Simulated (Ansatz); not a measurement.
SiO₂ (space group P4_32_12)

```yaml
crystal:
  lattice:
    - [5.03022, 0.00000, 0.00000]
    - [0.00000, 5.03022, 0.00000]
    - [0.00000, 0.00000, 7.01275]
  atoms:
    - { symbol: Si, position: [0.20224, 0.20224, 0.00000] }
    - { symbol: Si, position: [0.29776, 0.70224, 0.75000] }
    - { symbol: Si, position: [0.79776, 0.79776, 0.50000] }
    - { symbol: Si, position: [0.70224, 0.29776, 0.25000] }
    - { symbol: O, position: [0.60125, 0.73971, 0.67800] }
    - { symbol: O, position: [0.76029, 0.10125, 0.42800] }
    - { symbol: O, position: [0.39875, 0.26029, 0.17800] }
    - { symbol: O, position: [0.23971, 0.89875, 0.92800] }
    - { symbol: O, position: [0.10125, 0.76029, 0.57200] }
    - { symbol: O, position: [0.26029, 0.39875, 0.82200] }
    - { symbol: O, position: [0.89875, 0.23971, 0.07200] }
    - { symbol: O, position: [0.73971, 0.60125, 0.32200] }
```

The slice is a (001) plane (indices of the conventional cell) through the point (0.760, 0.101, 0.428) (fractional), spanned by u = [100] and v = [010] in vectors of this cell: u (5.03 Å) and v (5.03 Å, at 90° to u). It covers one period; positions are fractions (u, v).

Level of theory: PBEsol (plane waves to 420 eV, PAW, scalar-relativistic; Ansatz, an electronic-structure program). k mesh 5×5×4. Inside the PAW spheres the values are not all-electron values, and peaks at nuclei hang on which shells count as valence. SiO2 was relaxed with its symmetry unable to fall.

Three fields on this plane, each scaled to ten steps between its own extremes (0 low, 9 high; the total valence density on a logarithmic scale, the potential cut 8 eV below its top; x marks points blanked near nuclei; v = 0 in the bottom row):

Map A
```
|xxxxx63100000000000000000137xxxx|
|xxxx8421000000000000000001259xxx|
|xxxx4210000000000000000000136xxx|
|xx22210000000000000000000012344x|
|00111000000000000000000000011211|
|00000000000000000000000000000000|
|xxx00000000000000000000000000000|
|xxxx000000000000000000000000000x|
|xxxxx00000000000000000000000000x|
|xxxxx00000000000000000000000000x|
|xxxxx00000000000000000000000000x|
|xxxx0000000000000000000000001110|
|00000000000000000000000000011111|
|10110000000000000000000000112221|
|11110000000000000000000000112322|
|11110000000000000000000000112332|
|11110000000000000000000000112222|
|11110000000000000000000000011221|
|11000000000000000000000000001111|
|00000000000000000000000000000000|
|00000000000000000000000000000000|
|00000000000000000000000000000000|
|00000000000000000000000000000000|
|00000000000000000000000000000000|
|00000000000000000000000000000000|
|00000000000000000000000000000000|
|01111100000000000000000000001100|
|xx34321000000000000000000011222x|
|xxxx5311000000000000000000134xxx|
|xxxx9521000000000000000001248xxx|
|xxxxx63100000000000000000136xxxx|
|xxxxx73100000000000000000137xxxx|
```

Map B
```
|xxxxx87654321100000112345678xxxx|
|xxxx9876543221110001122356789xxx|
|xxxx9876543322211101112345678xxx|
|xx99876554433322211111234567899x|
|99988765554443332211112345667899|
|88887766555544433221112334567788|
|xxx77666665555443322112334566778|
|xxxx666666666554432212233455667x|
|xxxxx66666666655433222233455667x|
|xxxxx66667766655433222234456677x|
|xxxxx76677776665433222234556777x|
|xxxx7766666666554332222345667888|
|99887766666666554332223345677889|
|99887766666655544322223345678899|
|99987766555555443322223345678899|
|99887665555444433221122345678899|
|99877655444443332211122345677899|
|88876654433333222111122345667888|
|87776544332222211101112344567788|
|77665543322211110000112334566777|
|66655443221110000001112234556666|
|66554433211000000001112234455666|
|65554432211000000001112234455566|
|66554433210000000011122234455566|
|66665443211000000011122334456666|
|77766543321000000111122344566777|
|88877654321100000111223345567888|
|xx98876543210000011122334567899x|
|xxxx8765432100000011223445678xxx|
|xxxx9875432100000011123456789xxx|
|xxxxx87653221000000112345678xxxx|
|xxxxx87654321000000112345678xxxx|
```

Map C
```
|xxxxx00012222222223333221000xxxx|
|xxxx2001222222222233332221002xxx|
|xxxx0012222222222233333221000xxx|
|xx20012333322222223333333210002x|
|00012344433222222233333333321000|
|11234555433222222233334444443211|
|xxx57876532211122223334455565543|
|xxxx998653211111222334455667776x|
|xxxxx98643211111222334455678887x|
|xxxxx98642111111122334455677776x|
|xxxxx87532110111122333445566654x|
|xxxx6764321101111223334444444322|
|01235554321111112223333443332110|
|00123443221111112233333333211000|
|00012333221111122233333332110000|
|00001222222212222333333332100001|
|00001222222222222333333332100000|
|00001222222222223333333332100000|
|00001222332222333333444433210000|
|00011223333333333333444443321000|
|01112233333333333334444444332110|
|11222333333333333334444555443221|
|22223333333333333334445555554332|
|22223333333333333333445555554332|
|11122233333333333333444555544322|
|00011223333333333333444455433210|
|00000112233333333333344444321000|
|xx10001122233333333333333321001x|
|xxxx0001222222223333333332100xxx|
|xxxx2001122222222333333221002xxx|
|xxxxx00012222222223333221100xxxx|
|xxxxx00012222222223333221000xxxx|
```

**Question.** Assign the maps to these fields: density of the lowest conduction band (whole band as if filled, smooth part); density of the highest valence band (whole band, smooth part); valence electron density.

**Answer.** A is the density of the highest valence band (whole band, smooth part); B is the valence electron density; C is the density of the lowest conduction band (whole band as if filled, smooth part).
